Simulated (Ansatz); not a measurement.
Relaxation of a generated cell, Te2Mo built in the marcasite structure type; 6 atoms in the cell, which starts as Pnnm (No. 58), oP6; a = 5.859 Å, b = 7.151 Å, c = 4.464 Å, α = β = γ = 90.00°. The numbers are results of PBE (plane waves to 420 eV, PAW, scalar-relativistic; Ansatz, an electronic-structure program), not measurements. Γ-centred k-mesh 4×4×5 on the run's cell (coarser than for final values), Fermi–Dirac smearing 0.05 eV. This is the first round of the run. 

The optimiser's lines from the output (shortened; P is positive under compression):

```
relax step   1: F+E_penalty+E_count = -37829.38422347 eV  Δ(F+E_penalty+E_count) = +0.000e0 eV  max|allowed force component| = 9.005e-1 eV/Å  Δτ_max = 0.0000 Å  P = -10.491 GPa  Ω = 187.040 Å³  (9 SCF iters, dr2 threshold 1.00e-7 eV, accepted)
relax step   2: F+E_penalty+E_count = -37830.95041029 eV  Δ(F+E_penalty+E_count) = -1.566e0 eV  max|allowed force component| = 6.050e-1 eV/Å  Δτ_max = 0.0999 Å  P = -6.821 GPa  Ω = 168.521 Å³  (7 SCF iters, dr2 threshold 6.00e-7 eV, accepted)
relax step   3: F+E_penalty+E_count = -37831.67312154 eV  Δ(F+E_penalty+E_count) = -7.227e-1 eV  max|allowed force component| = 3.061e-1 eV/Å  Δτ_max = 0.0598 Å  P = -2.769 GPa  Ω = 156.708 Å³  (7 SCF iters, dr2 threshold 6.00e-7 eV, accepted)
relax step   4: F+E_penalty+E_count = -37832.11259348 eV  Δ(F+E_penalty+E_count) = -4.395e-1 eV  max|allowed force component| = 9.519e-2 eV/Å  Δτ_max = 0.0579 Å  P = -0.911 GPa  Ω = 150.408 Å³  (7 SCF iters, dr2 threshold 6.00e-7 eV, accepted)
relax step   5: F+E_penalty+E_count = -37832.37437163 eV  Δ(F+E_penalty+E_count) = -2.618e-1 eV  max|allowed force component| = 6.204e-2 eV/Å  Δτ_max = 0.0400 Å  P = +0.312 GPa  Ω = 145.488 Å³  (7 SCF iters, dr2 threshold 6.00e-7 eV, accepted)
relax step   6: F+E_penalty+E_count = -37832.40366357 eV  Δ(F+E_penalty+E_count) = -2.929e-2 eV  max|allowed force component| = 5.665e-2 eV/Å  Δτ_max = 0.0242 Å  P = +0.431 GPa  Ω = 143.592 Å³  (6 SCF iters, dr2 threshold 6.00e-7 eV, accepted)
relax step   7: F+E_penalty+E_count = -37832.41748467 eV  Δ(F+E_penalty+E_count) = -1.382e-2 eV  max|allowed force component| = 2.859e-2 eV/Å  Δτ_max = 0.0162 Å  P = -0.152 GPa  Ω = 145.221 Å³  (6 SCF iters, dr2 threshold 6.00e-7 eV, accepted)
relax step   8: F+E_penalty+E_count = -37832.41856155 eV  Δ(F+E_penalty+E_count) = -1.077e-3 eV  max|allowed force component| = 5.008e-3 eV/Å  Δτ_max = 0.0054 Å  P = +0.018 GPa  Ω = 144.759 Å³  (6 SCF iters, dr2 threshold 3.63e-7 eV, accepted)
relax step   9: F+E_penalty+E_count = -37832.41856478 eV  Δ(F+E_penalty+E_count) = -3.231e-6 eV  max|allowed force component| = 2.107e-3 eV/Å  Δτ_max = 0.0004 Å  P = -0.007 GPa  Ω = 144.790 Å³  (6 SCF iters, dr2 threshold 4.36e-9 eV, accepted)
relax step  10: F+E_penalty+E_count = -37832.41464963 eV  Δ(F+E_penalty+E_count) = +3.915e-3 eV  max|allowed force component| = 1.771e-3 eV/Å  Δτ_max = 0.0000 Å  P = -0.014 GPa  Ω = 144.790 Å³  stress off target by 3.12e-2 GPa  SCF on the basis re-selected at this cell (its energy is not comparable with the rows above)  (7 SCF iters)
relax step  11: F+E_penalty+E_count = -37832.41465761 eV  Δ(F+E_penalty+E_count) = -7.983e-6 eV  max|allowed force component| = 4.382e-4 eV/Å  Δτ_max = 0.0001 Å  P = +0.000 GPa  Ω = 144.765 Å³  (6 SCF iters, dr2 threshold 2.44e-9 eV, accepted)
relax step  12: F+E_penalty+E_count = -37832.41465562 eV  Δ(F+E_penalty+E_count) = +1.986e-6 eV  max|allowed force component| = 4.387e-4 eV/Å  Δτ_max = 0.0000 Å  P = +0.000 GPa  Ω = 144.765 Å³  stress off target by 3.43e-3 GPa  SCF on the basis re-selected at this cell (its energy is not comparable with the rows above)  (8 SCF iters)
```

From the first to the last row the energy changes by -0.51 eV/atom and the volume by -22.6 %. The last row is marked as not comparable with the walk above it, whose basis was carried along; it does compare with step 1, since both stand on a basis selected at the nominal cutoff for their own cell.

Later rounds, restarted from the end of this one on a renewed k-mesh, logged 8 more steps and released under 0.01 eV/atom more. The final structure after all rounds: Pnnm (No. 58), oP6, AFLOW prototype AB2_oP6_58_a_g (as in Fe2C); a = 6.0401 Å, b = 6.8398 Å, c = 3.5046 Å, α = β = γ = 90.00°. Between re-selections the logged energies stand on a plane-wave basis carried along with the cell. No spin polarisation in the result.

The run could not lose the symmetry of its start: the end is stationary, and may be a saddle point rather than a minimum.

The relaxed structure here is a generated cell of Te2Mo: the first start was made by placing the elements on the sites of a structure type, and the end was not matched to a known phase here, so it may be hypothetical. Known forms of Te2Mo include space group No. 194.
